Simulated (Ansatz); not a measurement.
K: strain and displacement

```yaml
crystal:
  lattice:
    - [-2.61800, 2.61800, 2.61800]
    - [2.61800, -2.61800, 2.61800]
    - [2.61800, 2.61800, -2.61800]
  atoms:
    - { symbol: K, position: [0.00000, 0.00000, 0.00000] }
```

The structure is an experimental refinement, used without relaxation.

These are results of DFT, PBEsol, all-electron LAPW, scalar-relativistic (Ansatz 0.2.0), not measurements.

Sampling and basis: a Γ-centred 10×10×10 k mesh, Fermi–Dirac smearing of 0.08 eV, basis error target 0.5 meV/atom, no spin polarisation.

The unchanged cell is at -0.03 GPa.

In a metal, stresses and small energies carry noise from the k mesh.

x, y and z are the Cartesian axes of the cell as listed; fractional coordinates follow a strain, and an engineering shear is twice the off-diagonal strain component.

Q: With this change (equal xy, yz and zx engineering shear strains of -2 %), what becomes of the energy and stress?

A: Energy change under 1 meV/atom; stress change (xx, yy, zz, yz, xz, xy) 0.00, 0.00, 0.00, 0.05, 0.05, 0.05 GPa, compression positive.

Q: With this change (equal xy, yz and zx engineering shear strains of -1 %), what becomes of the energy and stress?

A: Energy change under 1 meV/atom; stress change (xx, yy, zz, yz, xz, xy) 0.00, 0.00, 0.00, 0.03, 0.03, 0.03 GPa, compression positive.

Q: With this change (equal xy, yz and zx engineering shear strains of +1 %), what becomes of the energy and stress?

A: Energy change under 1 meV/atom; stress change (xx, yy, zz, yz, xz, xy) 0.00, 0.00, 0.00, -0.03, -0.03, -0.03 GPa, compression positive.

Q: With this change (equal xy, yz and zx engineering shear strains of +2 %), what becomes of the energy and stress?

A: Energy change under 1 meV/atom; stress change (xx, yy, zz, yz, xz, xy) 0.00, 0.00, 0.00, -0.05, -0.05, -0.05 GPa, compression positive.
